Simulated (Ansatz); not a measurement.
NaPt3O4 in space group Pm-3n (No. 223; Na on 2a, Pt on 6c, O on 8e) at seven volumes, DFT-r²SCAN in the program Ansatz with PAW potentials, scaled uniformly. One row is withheld.

```tsv
V (Å³/atom)	P (GPa)
10.540	26.07
10.888	15.79
11.235	7.18
11.583	0.00
11.930	-6.00
12.277	?
12.625	-15.23
```

### Question
Fit the shown pressures and predict the withheld one.

### Answer
P = (3/2)B₀(x^(7/2) − x^(5/2))[1 + (3/4)(B′ − 4)(x − 1)] with x = (V₀/V)^(2/3). Least squares on the six rows gives V₀ = 11.583 Å³/atom, B₀ = 219 GPa, B′ = 4.95. At V = 12.277, x = 0.9620 and P = -11.04 GPa. The run itself gave -11.02 GPa.

The first step of the workflow began from a Materials Project structure, measured or hypothetical; the Crystallography Open Database files this formula in space group No. 223, but the cells were not matched. Its standing as an ambient phase is unchecked. Symmetry was held in the r²SCAN relaxation; whether a distortion lowers the energy is not shown. No spin polarisation was allowed. Spin–orbit coupling is left out wherever it is not named.

Potentials: the earlier of the program's two PAW sets.
